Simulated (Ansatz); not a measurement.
Relaxed-ion elastic tensor of Si3N4 in space group I-43d (No. 220; N on 16c, Si on 12b) in GPa (Voigt order), plane-wave PAW PBEsol (Ansatz code); density 3.46 g/cm³, 9.60 Å³ per atom.

```
374  204  204  0.0  0.0  0.0
204  374  204  0.0  0.0  0.0
204  204  374  0.0  0.0  0.0
0.0  0.0  0.0  209  0.0  0.0
0.0  0.0  0.0  0.0  209  0.0
0.0  0.0  0.0  0.0  0.0  209
```

Task: Is the crystal mechanically stable?

Result: Yes: the smallest eigenvalue of C is 169 GPa.

Task: Work out the Voigt, Reuss and Hill averages.

Result: K_V = 261, K_R = 261, K_H = 261; G_V = 160, G_R = 132, G_H = 146 GPa.

Task: Give Young's modulus, Poisson's ratio, Pugh's ratio and the universal anisotropy index.

Result: E = 9KG/(3K + G) = 368 GPa; ν = 0.26; K/G = 1.79 (near the Pugh limit of 1.75, no verdict); A_U = 5G_V/G_R + K_V/K_R − 6 = 1.05.

Task: Estimate the sound speeds and the Debye temperature.

Result: v_l = √((K + 4G/3)/ρ) = 11500 m/s, v_t = √(G/ρ) = 6480 m/s, mean 7210 m/s; Θ = (h/k)(3n/4πV)^(1/3) v_m = 1010 K.

Task: Give the Zener ratio and Young's modulus along [100], [110] and [111].

Result: A = 2C44/(C11 − C12) = 2.47; 1/E = S11 − 2(S11 − S12 − S44/2)Γ with Γ = 0, 1/4, 1/3 gives 229, 384, 496 GPa.

The workflow started from an entry of the Crystallography Open Database (COD), which files this formula under 4 space groups. It is not the phase usual at ambient conditions (space group No. 176). The PBEsol relaxation kept the symmetry of its start; whether a distortion lowers the energy is not shown.

Potentials: the earlier of the program's two PAW sets. The files were generated under PBE; for other functionals the program regenerates the frozen cores, and for LDA and PBEsol the local potential too.
